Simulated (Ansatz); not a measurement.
Relaxed-ion elastic tensor of CrI$_{3}$ in space group R-3 (No. 148; Cr on 6c, I on 18f) in GPa (Voigt order), r²SCAN+D4 (plane waves, PAW; program Ansatz); density 5.16 g/cm³, 34.80 Å³ per atom.

```
47.9  11.1   4.4  -0.1  -1.2   0.0
11.1  47.9   4.4   0.1   1.2   0.0
 4.4   4.4  20.1   0.0   0.0   0.0
-0.1   0.1   0.0   4.9   0.0   1.2
-1.2   1.2   0.0   0.0   4.9  -0.1
 0.0   0.0   0.0   1.2  -0.1  18.4
```

Task: Is the crystal mechanically stable?

Result: Yes: the smallest eigenvalue of C is 4.8 GPa.

Task: Work out the Voigt, Reuss and Hill averages.

Result: K_V = 17.3, K_R = 14.0, K_H = 15.7; G_V = 12.0, G_R = 8.2, G_H = 10.1 GPa.

Task: Give Young's modulus, Poisson's ratio, Pugh's ratio and the universal anisotropy index.

Result: E = 9KG/(3K + G) = 24.9 GPa; ν = 0.23; K/G = 1.55 (brittle by the Pugh limit of 1.75); A_U = 5G_V/G_R + K_V/K_R − 6 = 2.62.

Task: Estimate the sound speeds and the Debye temperature.

Result: v_l = √((K + 4G/3)/ρ) = 2370 m/s, v_t = √(G/ρ) = 1400 m/s, mean 1550 m/s; Θ = (h/k)(3n/4πV)^(1/3) v_m = 141 K.

The r²SCAN+D4 relaxation kept the symmetry of its start. The final state is ferromagnetic, chosen from 4 collinear starts compared on coarse meshes (ties went to the first, and starts can fall back to one state), not a proven ground state. The volume moved by 23 % from the start of the relaxation. Other orbital occupations within this spin state were not tried. No Hubbard U is applied. Scalar-relativistic: spin–orbit coupling is off unless named, which matters more the heavier the elements.

Potentials: the later of the program's two PAW sets.
